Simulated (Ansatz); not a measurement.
The start is a relaxed TiC cell displaced along its unstable phonon at q = (½, 0, 0) of its primitive reciprocal cell (303i cm⁻¹), largest move 0.15 Å. Cell shape, volume and atoms are optimised at zero target pressure with PBE (plane waves to 420 eV, PAW, scalar-relativistic; Ansatz, a first-principles code). The first steps use a coarse 6×12×11 k-mesh.

The start:
```
CELL_PARAMETERS angstrom
      5.20836     0.00000     0.00000
      0.00000     2.60418     0.00000
      0.00000     0.00000     2.92061
ATOMIC_POSITIONS crystal
  C  0.25000 0.50000 0.50000
  C  0.75000 0.50000 0.50000
  Ti 0.00000 0.05760 0.00000
  Ti 0.50000 0.94240 0.00000
```

- Largest initial force: 1.38 eV/Å, on Ti3, Ti4 (atoms numbered as listed)
- Energy released: 0.28 eV/atom
- Volume change: +10.0 %, from 9.90 to 10.89 Å³/atom
- Relative to the parent: It does not go back: it reaches Pmma (No. 51), 0.35 eV/atom below the parent
- Shortest distances (start → end): The closest pairs of elements (up to four, under 3.6 Å), start → end: C–Ti 2.27 → 2.11 Å; C–C 2.60 → 2.69 Å; Ti–Ti 2.60 → 2.79 Å
- Band gap at the end: no gap (metallic)
- Optimiser moves: 11

Final values are on a 9×16×17 k-mesh of the relaxed cell. No spin polarisation in the result.

The run could not lose the symmetry of its start: the end is stationary, and may be a saddle point rather than a minimum.

The relaxed structure here is a generated cell of TiC: the first start was made by placing the elements on the sites of a structure type, and the end was not matched to a known phase here, so it may be hypothetical. Known forms of TiC include space group No. 225.
